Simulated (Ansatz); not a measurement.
Sc (hcp, Mg type)

```cif
data_Sc2
_chemical_formula_sum 'Sc2'
_space_group_name_H-M_alt 'P63/mmc'
_space_group_IT_number 194
_space_group_name_Hall '-P 6c 2c'
_cell_length_a 3.33109
_cell_length_b 3.33109
_cell_length_c 5.19433
_cell_angle_alpha 90.000
_cell_angle_beta 90.000
_cell_angle_gamma 120.000
loop_
_atom_site_label
_atom_site_type_symbol
_atom_site_symmetry_multiplicity
_atom_site_Wyckoff_symbol
_atom_site_fract_x
_atom_site_fract_y
_atom_site_fract_z
_atom_site_occupancy
Sc1 Sc 2 d 0.66667 0.33333 0.25000 1
```

Grid over V/V₀ and (c/a)/(c/a)₀, subscript 0 meaning the relaxed cell; the conventional c axis lies along z; no internal relaxation.

All values below come from r2SCAN (plane waves to 500 eV, PAW, scalar-relativistic; Ansatz, a quantum-chemistry and plane-wave program). k mesh 16×16×9 (Γ-centred), Fermi-Dirac smearing 0.05 eV. E stands for the smeared free energy. With partly filled bands, the response to shear is sensitive to the k mesh, so small differences along c/a are uncertain. Sc is run without spin polarisation. Sc was relaxed with its symmetry unable to fall. The PAW data are Ansatz's earlier set. The last digit holds for this mesh only.

Changes of ΔE (kJ/mol of atoms) from the point V/V₀ = 1.000, (c/a)/(c/a)₀ = 1.000 when one coordinate moves alone (two changes are said to add if the coupling is within 5 % of the smaller one, nearly so within 20 %):

| point | change |
|---|---|
| V/V₀ = 1.000, (c/a)/(c/a)₀ = 0.920 | 2.57 |
| V/V₀ = 1.000, (c/a)/(c/a)₀ = 0.960 | 0.62 |
| V/V₀ = 0.920, (c/a)/(c/a)₀ = 1.000 | 2.97 |
| V/V₀ = 0.960, (c/a)/(c/a)₀ = 1.000 | 0.70 |
| V/V₀ = 1.040, (c/a)/(c/a)₀ = 1.000 | 0.63 |
| V/V₀ = 1.080, (c/a)/(c/a)₀ = 1.000 | 2.38 |
| V/V₀ = 1.000, (c/a)/(c/a)₀ = 1.040 | 0.55 |
| V/V₀ = 1.000, (c/a)/(c/a)₀ = 1.080 | 2.12 |

Problem. What is the change at V/V₀ = 1.080, (c/a)/(c/a)₀ = 1.080, where both move, and how far is it from the sum?

Solution. The sum of the single changes is 2.38 + (2.12) = 4.50; the calculation gives 4.14, so the coupling contributes -0.36 (under 20 % of the smaller single change, nearly additive).

(A scan under strain: stresses follow from slopes of the energy per volume, elastic moduli from its curvatures.)
